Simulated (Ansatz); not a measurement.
The calculation used DFT PBE, scalar-relativistic, plane waves, PAW in Ansatz 0.2.0. All cells share a 420 eV cutoff and Γ-centred k meshes spaced at most about 0.3 Å⁻¹ (about 0.25 or finer for metals, 2π included). No spin polarisation in the final relaxations.

All energies are static (0 K, no zero-point motion). All come from trial cells, and lower structures may exist.

Question: These unrelaxed guesses for Sn₄Te are each relaxed within their symmetry. Order them by the energy at which they end, lowest first.
A.

```
Sn Te
1.0
     6.09540    0.00000    0.00000
     0.00000    6.09540    0.00000
     0.00000    0.00000    4.66202
Sn Te
4 1
Direct
  0.70787 0.70787 0.00000
  0.29213 0.29213 0.00000
  0.70787 0.29213 0.00000
  0.29213 0.70787 0.00000
  0.50000 0.50000 0.50000
```

B.

```
Sn Te
1.0
     6.18649    0.00000    0.00000
    -3.09324    5.35765    0.00000
     0.00000    0.00000    4.69687
Sn Te
4 1
Direct
  0.50000 0.00000 0.00000
  0.00000 0.50000 0.00000
  0.50000 0.50000 0.00000
  0.00000 0.00000 0.50000
  0.00000 0.00000 0.00000
```

C.

```
Sn Te
1.0
     5.07798    0.00000    0.00000
     0.00000    5.07798    0.00000
     0.00000    0.00000    5.07798
Sn Te
4 1
Direct
  0.00000 0.50000 0.50000
  0.50000 0.50000 0.00000
  0.50000 0.00000 0.50000
  0.00000 0.00000 0.00000
  0.50000 0.50000 0.50000
```

Answer: A (ends in P4/mmm, 0 meV/atom), B (ends in P6/mmm, 0.30 eV/atom), C (ends in Pm-3m, 0.39 eV/atom). Even the lowest end lies +0.23 eV/atom against the elements.

These runs have no spin–orbit coupling, which can matter for Te. A magnetic state wasn't ruled out in cells without spin, among them P6/mmm. Cells relaxed within their symmetry can be saddle points. Some structure types and database cells were kept out of the candidates from the start, so a known form may be missing.
